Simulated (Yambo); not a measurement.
Yambo run on SrCaAl2Si2N6 (space group P1, No. 1). The wavefunctions are PBEsol (pw.x of Quantum ESPRESSO, ONCV potentials, without SOC) ones on a 2×2×2 mesh (32 occupied bands); a = 5.1450 Å, b = 5.7308 Å, c = 5.7499 Å, α = 119.89°, β = 90.13°, γ = 90.14°.

Yambo input:

```
rim_cut
gw0
dyson
el_el_corr
HF_and_locXC
ppa
em1d
RandQpts= 1000000
RandGvec= 1 Ry
EXXRLvcs= 84 Ry
VXCRLvcs= 336 Ry
Chimod= "HARTREE"
% BndsRnXp
 1 | 277 |
%
NGsBlkXp= 8 Ry
% LongDrXp
 1.0 | 1.0 | 1.0 |
%
PPAPntXp= 27.2114 eV
% GbndRnge
 1 | 105 |
%
GTermKind= "BG"
DysSolver= "n"
ExtendOut
% QPkrange
 1 | 1 | 32 | 33 |
%
```

k points by index: 1 = Γ.

Resulting energies as the program prints them:

```
#    K-point    Band    Eo [eV]    E [eV]    E-Eo [eV]    Vxc [eV]    Vnlxc [eV]    Sc|Eo [eV]    Sc|E [eV]    dSc/dw|Eo [eV]    Re(Z)    Im(Z)
#
    1    32    0.000000    -0.588646    -0.588646    -16.33700    -19.98025    2.907364    3.054607    -6.805486    0.799936    -0.001187
    1    33    3.226918    4.252329    1.025411    -11.35455    -6.020251    -4.114714    -4.308887    -5.152274    0.840799    -0.001009
```
(The two width columns are left out.) Convergence of these settings isn't established.

Geometry of the Materials Project entry, not relaxed at this level.

The structure is a Materials Project entry; no match was found in the copy of COD used, and its stability was not checked.
